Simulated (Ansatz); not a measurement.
# TiAgHg₂: zone-centre modes

These are results of DFT LDA, scalar-relativistic, plane waves, PAW (Ansatz 0.2.0), not measurements. Cutoff 420 eV, 10×10×10 k-points (Γ-centred), Fermi-Dirac smearing of 0.15 eV. No spin polarisation. Phonons by linear response, acoustic sum rule imposed.

Relaxed structure:
```yaml
crystal:
  lattice:
    - [4.68485, 0.00000, 0.00000]
    - [0.00000, 4.68485, 0.00000]
    - [0.00000, 0.00000, 3.26667]
  atoms:
    - { symbol: Ti, position: [0.50000, 0.50000, 0.00000] }
    - { symbol: Ag, position: [0.00000, 0.00000, 0.00000] }
    - { symbol: Hg, position: [0.00000, 0.50000, 0.50000] }
    - { symbol: Hg, position: [0.50000, 0.00000, 0.50000] }
```

In a metal, frequencies and elastic constants depend on the k mesh and the smearing, soft modes and shear constants most. Spin–orbit coupling is left out, which can shift energies with elements as heavy as these.

Optical modes at Γ; i marks an imaginary frequency:
```
frequency (cm⁻¹) degeneracy
               7           2
              67           1
             107           1
             136           2
             148           1
             192           2
```

All 9 optical modes at Γ are real: no displacement of atoms at fixed cell lowers the energy to second order. Strains and modes at other wave vectors aren't tested by this run.